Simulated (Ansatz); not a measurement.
**Ga$_{3}$Se: how the energy converges with the cutoff**

Ga$_{3}$Se, Pm-3m, a = 4.432 Å. The structure is a Materials Project entry; whether it is the stable form wasn't checked. Ansatz: PBEsol, PAW, cutoff varied, Γ-centred 10×10×10 mesh on 4 atoms, Gaussian smearing 0.10 eV; no spin polarisation. Single points at one geometry, the cutoff alone changed; ΔE is the energy at zero smearing over the run at 850 eV (runs within 0.3 meV/atom of it are left out). The runs up to 380 eV lie under the cutoff recommended for these PAW datasets.

```
cutoff (eV)  ΔE (meV/atom)
        150       31573.29
        200        6802.26
        250        1022.50
        300          87.64
        350           4.84
        380           1.57
        420              ?
        460           0.56
```

**Question.** Assume ΔE falls exponentially with the cutoff, fit y = ln ΔE against x, the cutoff in eV, to the other rows, and predict the missing value.

**Answer.** y = 10.360, 8.825, 6.930, 4.473, 1.577, 0.451, -0.580. Means x = 298.6, y = 4.5766; Σ(Δx)² = 69486, ΣΔxΔy = -2715; the slope is their ratio. y = 16.24 − 0.03907 x, a factor of ten per 59 eV. At 420 eV this gives ΔE = 0.84 meV/atom. The run gave 1.08, a ratio of 0.78. Between neighbouring rows the decay runs from a factor of ten per 40 eV to one per 246 eV, so one exponential is only a rough guide.